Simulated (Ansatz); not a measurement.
## ZnIn2O6: from a guess to a relaxed structure

Theory: DFT PBE, scalar-relativistic, plane waves, PAW (Ansatz). Cutoff 420 eV, Gaussian smearing, Γ-centred meshes. Cell and atoms relax first on a coarse mesh and then on a finer one. In between, the cell is made exact in the group found at 0.06 Å. In metals the finer mesh still leaves noise of several meV/atom or more. The steps can't lower the symmetry of their start. Collinear spin is switched on along the way, since trial moments persisted in a coarse test.

The guess for ZnIn2O6 was made by a generator: perovskite family, AX3 layers stacked AB (P-3m1, No. 164) (A site In; B site Zn vacant; X site O). Lengths were set from tabulated atomic sizes, so they are only a guess.

```xyz
9
Lattice="5.6034 0.0000 0.0000 -2.8017 4.8527 0.0000 0.0000 0.0000 4.7069" Properties=species:S:1:pos:R:3 pbc="T T T"
Zn    0.0000    0.0000    2.3534
In    0.0000    3.2351    3.5301
In    2.8017    1.6176    1.1767
O     2.8017    3.2351    3.5301
O     1.4008    0.8088    3.5301
O     4.2025    0.8088    3.5301
O     0.0000    1.6176    1.1767
O     1.4009    4.0439    1.1767
O    -1.4008    4.0439    1.1767
```

Energies over the elements count from the elements' standard structures at the same level (O₂ as a molecule), with no fitted energy shifts.

Q: Which structure results?

A: The symmetry stays P-3m1 (No. 164). The volume per atom shrinks by 18.8 %, from 14.2 to 11.5 Å³. The shortest distance goes from 2.00 Å (Zn–O) to 2.11 Å (Zn–O). The ratio c/a of the conventional cell changes by a factor of 0.64. The energy falls by about 0.56 eV/atom (the start's value is from the coarse mesh). Conventional cell: a = 6.062 Å, c = 3.264 Å. Zn is surrounded by 6 O at 2.11 Å; around In lie 6 O at 2.21–2.25 Å; around O lie 1 Zn at 2.11 Å, 2 In at 2.21–2.25 Å, 2 O at 2.44 Å and 4 O at 2.63–2.70 Å.

```cif
data_structure
_symmetry_space_group_name_H-M 'P 1'
_symmetry_Int_Tables_number 1
_cell_length_a 6.0616
_cell_length_b 6.0616
_cell_length_c 3.2645
_cell_angle_alpha 90.000
_cell_angle_beta 90.000
_cell_angle_gamma 120.000
_cell_volume 103.88
loop_
_atom_site_label
_atom_site_type_symbol
_atom_site_fract_x
_atom_site_fract_y
_atom_site_fract_z
_atom_site_occupancy
Zn1 Zn 0.00000 0.00000 0.50000 1
In1 In 0.33333 0.66667 0.77400 1
In2 In 0.66667 0.33333 0.22600 1
O1 O 0.81136 0.62272 0.71950 1
O2 O 0.37728 0.18864 0.71950 1
O3 O 0.81136 0.18864 0.71950 1
O4 O 0.18864 0.37728 0.28050 1
O5 O 0.62272 0.81136 0.28050 1
O6 O 0.18864 0.81136 0.28050 1
```

Q: How does it come out in energy, and is it a metal?

A: The formation energy is −0.46 eV/atom and the gap on the 6×6×12 mesh of the 9-atom cell is 0 eV (a metal). The net moment per atom is 0.44 μB. The moment by site is O 0.6 (×6) μB.

It lies below the elements, which doesn't yet make it stable against other compounds or structures.

The last run used collinear spin and Gaussian smearing of 0.10 eV. The magnetic state reached may not be the lowest. A structure relaxed within its symmetry needn't be a true minimum. Site moments count only spheres around the atoms; the net moment includes the space between them.
